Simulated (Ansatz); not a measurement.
**Rb2SnHgTe4: pressure against volume**

A database entry relaxed whole under r2SCAN (I-42m):

```xyz
8
Lattice="-4.4650 4.4650 3.7526 4.4650 -4.4650 3.7526 4.4650 4.4650 -3.7526" Properties=species:S:1:pos:R:3 pbc="T T T"
Rb    4.4650    0.0000    0.0000
Rb    0.0000    4.4650    0.0000
Sn    0.0000    0.0000    3.7526
Hg    0.0000    0.0000    0.0000
Te    1.5120    1.5120    1.9704
Te    1.5120   -1.5120    5.5348
Te    2.9530    2.9530   -1.7822
Te   -1.5120    1.5120    5.5348
```

The cell was scaled uniformly, its shape held, and the atoms relaxed at each volume with plane-wave PAW DFT (Ansatz 0.2.0; r2SCAN, 500 eV, 6×6×6 Γ-centred mesh, fermi-dirac occupations of width 0.020 eV; no spin, no spin-orbit coupling). One row is withheld.

| volume (Å³/atom) | energy over the lowest (meV/atom) | pressure (GPa) |
| --- | --- | --- |
| 35.162 | 8.3 | 1.25 |
| 35.910 | 3.5 | 0.76 |
| 36.658 | 0.9 | 0.37 |
| 37.406 | 0.0 | 0.01 |
| 38.154 | ? | ? |
| 38.902 | 2.9 | -0.62 |
| 39.650 | 6.4 | -0.89 |

Question: Fit the pressures of the other rows to the third-order Birch-Murnaghan form.

Answer: With f = [(V₀/V)^(2/3) − 1]/2 and P = 3B₀f(1 + 2f)^(5/2)[1 + 3(B₀′ − 4)f/2], least squares gives V₀ = 37.40 Å³ an atom, B₀ = 17.4 GPa and B₀′ = 4.8; the rows miss the fit by 0.02 GPa. The slope of the energies differs from these pressures by less than 0.05 GPa.

Question: What does the withheld row hold?

Answer: The fit gives -0.33 GPa at 38.154 Å³; the run gave -0.33 GPa and 0.8 meV an atom.

Caveats: the shape of the cell was held, so B₀ is an upper bound where the axes differ in stiffness; 0 K, fixed nuclei; the symmetry was kept, and this need not be the phase that is stable at 0 K; one mesh for all volumes; the relaxed cell lies far from the entry, by an error of the functional or of the entry; pressure is positive in compression.
